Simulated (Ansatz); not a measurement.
InSb:
```cif
data_In2Sb2
_chemical_formula_sum 'In2 Sb2'
_space_group_name_H-M_alt 'P 1'
_space_group_IT_number 1
_cell_length_a 5.85948
_cell_length_b 5.91544
_cell_length_c 3.20766
_cell_angle_alpha 90.000
_cell_angle_beta 90.000
_cell_angle_gamma 90.000
loop_
_space_group_symop_operation_xyz
  'x, y, z'
loop_
_atom_site_label
_atom_site_type_symbol
_atom_site_fract_x
_atom_site_fract_y
_atom_site_fract_z
_atom_site_occupancy
In1 In 0.00000 0.00000 0.02853 1
In2 In 0.50000 0.50000 0.97147 1
Sb1 Sb 0.00000 0.50000 0.23101 1
Sb2 Sb 0.50000 0.00000 0.76899 1
```

Relaxed with r²SCAN.

**Question.** Tabulate the valence density and the electron localisation function along the shortest In–Sb contact (3.03 Å), the program Ansatz at the r²SCAN level (PAW).

**Answer.** 

| distance from In (Å) | density (e/Å³) | ELF |
|---|---|---|
| 0.30 | 8.99 | 0.00 |
| 0.45 | 5.81 | 0.04 |
| 0.61 | 3.23 | 0.14 |
| 0.76 | 1.57 | 0.25 |
| 0.91 | 0.75 | 0.26 |
| 1.06 | 0.42 | 0.23 |
| 1.21 | 0.29 | 0.27 |
| 1.36 | 0.25 | 0.41 |
| 1.51 | 0.25 | 0.55 |
| 1.67 | 0.29 | 0.61 |
| 1.82 | 0.36 | 0.56 |
| 1.97 | 0.49 | 0.45 |
| 2.12 | 0.74 | 0.37 |
| 2.27 | 1.36 | 0.28 |
| 2.42 | 3.07 | 0.14 |
| 2.57 | 7.00 | 0.03 |
| 2.73 | 13.44 | 0.00 |

The density is the valence pseudo-density with augmentation charge, so density and ELF within about 1 Å of a nucleus are not all-electron values.

Space group Pmmn. The first step of the workflow began from a Materials Project structure, measured or hypothetical; the Crystallography Open Database copy checked does not list it. It is not the phase usual at ambient conditions (space group No. 216). Symmetry was held in the r²SCAN relaxation; whether a distortion lowers the energy is not shown. Spin–orbit coupling is left out wherever it is not named.

Potentials: the later of the program's two PAW sets.
